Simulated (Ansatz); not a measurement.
Input and command of a plane-wave DFT calculation in Ansatz:

```yaml
crystal:
  lattice:
    - [4.8427282638, 0.0, 0.0]
    - [0.0, 4.8427282638, 0.0]
    - [0.0, 0.0, 4.8427282638]
  atoms:
    - { symbol: Zn, position: [0.0, 0.5, 0.5] }
    - { symbol: Zn, position: [0.5, 0.0, 0.5] }
    - { symbol: Zn, position: [0.5, 0.5, 0.0] }
    - { symbol: P, position: [0.0, 0.0, 0.0] }
    - { symbol: Au, position: [0.5, 0.5, 0.5] }
basis:
  ecutwfc: 420
kpoints:
  mp_grid: { grid: [8, 8, 8] }
hamiltonian:
  xc: pbe
scf:
  occupations: { method: gaussian, width: 0.1 }
output:
  forces: true
  stress: true
  eigenvalues: true
relax:
  adjacent_minimum: "off"
  f_tol: 0.01
  max_steps: 80
  cell: { stress_tol: 0.05 }
```

```bash
ansatz run input.yaml --threads 1 --pin off --max-ram 2560MiB --backend cpu --events-out ev --progress --plain --runs-dir out
```

Processor: Arm Neoverse V1, 1 thread, on a host shared with other jobs.

Q: How long does it run, and how much memory does it take?

A: About 22 s on 1 thread of Arm Neoverse V1, on a shared host, peak memory 0.44 GiB. It solves 36 bands at 35 k points (the mesh reduced by symmetry) with about 2205 plane waves (on the last cell), in 14 SCF iterations over 2 ionic steps.
